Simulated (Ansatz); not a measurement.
## RbTl$_{3}$: energy along a strain

RbTl$_{3}$, Fm-3m, a = 8.078 Å. The structure is a Materials Project entry; whether it is the stable form wasn't checked. Ansatz: r2SCAN, PAW, 500 eV, Γ-centred 10×10×10 mesh on 4 atoms, Gaussian smearing 0.15 eV; no spin polarisation. Cell vectors (Å): 0.000 4.039 4.039; 4.039 0.000 4.039; 4.039 4.039 0.000. The cell is strained by x per cent times the pattern (0 0 1 0 0 0) in the order xx yy zz yz xz xy (engineering shears), with fractional coordinates held. y is the free energy over the start, V0 = 32.941 Å³/atom.

```
x (%) y (meV/atom)
-4.00             ?
-2.00          1.27
 0.00          0.00
 1.00          0.24
 3.00          2.23
 4.00          3.88
```

Task: Fit y = c1 x + c2 x² + c3 x³ to the other rows, get the stiffness along the pattern, and predict the missing energy.

Result: Least squares on the rows shown. y = −0.03495 x + 0.2838 x² − 0.008133 x³. The clamped-ion stiffness p·C·p = 2 × 2.838 eV × 160.2 / 32.941 Å³ = 28 GPa, which is C33 in these axes (C11 of the cubic crystal); c1 is there for the stress left in the start, which by itself gives a slope of -0.03 meV/atom per %. At x = -4.00 the fit asked for gives 5.20 meV/atom. The run gave 5.30 meV/atom, so the fit is 0.10 meV/atom too low, a small miss on the scale of the series. The form still works here, 33 % of the fitted range beyond its end.

Spin–orbit coupling is left out, which can shift energies with elements as heavy as these.

Cost: 6 runs of about 3.7 core-minutes in all, on Arm Neoverse V2 (shared hosts).